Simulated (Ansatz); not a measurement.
Lattice vibrations of HfH at Γ

Theory: DFT PBE, scalar-relativistic, plane waves, PAW (Ansatz). Cutoff 420 eV, 24×24×24 k-points (Γ-centred), Fermi-Dirac smearing of 0.15 eV. No spin polarisation. Phonons by linear response, acoustic sum rule imposed.

The cell, relaxed at this level:
```xyz
2
Lattice="0.0000 2.2725 2.2725 2.2725 0.0000 2.2725 2.2725 2.2725 0.0000" Properties=species:S:1:pos:R:3 pbc="T T T"
Hf    0.0000    0.0000    0.0000
H     2.2725    2.2725    2.2725
```

It was reached by relaxing an invented guess, and it needn't be the stable form of this composition. In a metal, frequencies depend on the k mesh and the smearing, soft modes most. Spin–orbit coupling is left out, which matters for heavy elements.

Q: Is this structure stable against zone-centre distortions?

A: Yes, at Γ: no optical mode is imaginary. Strains and other wave vectors aren't tested by this run.

Q: List the optical modes at Γ (i marks imaginary ones).

A:
| frequency (cm⁻¹) | degeneracy |
| --- | --- |
| 706 | 3 |
